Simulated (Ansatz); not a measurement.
### Question
Be (hcp (Mg type), P6_3/mmc) is relaxed with r²SCAN (plane waves, PAW; program Ansatz). What lattice parameters of the conventional cell result?

### Answer
a = 2.261 Å, c = 3.568 Å.

Symmetry was held in the r²SCAN relaxation. Axis ratios of metals converge slowly with the k-mesh, so a and c are less sure than the volume.

Potentials: the earlier of the program's two PAW sets.
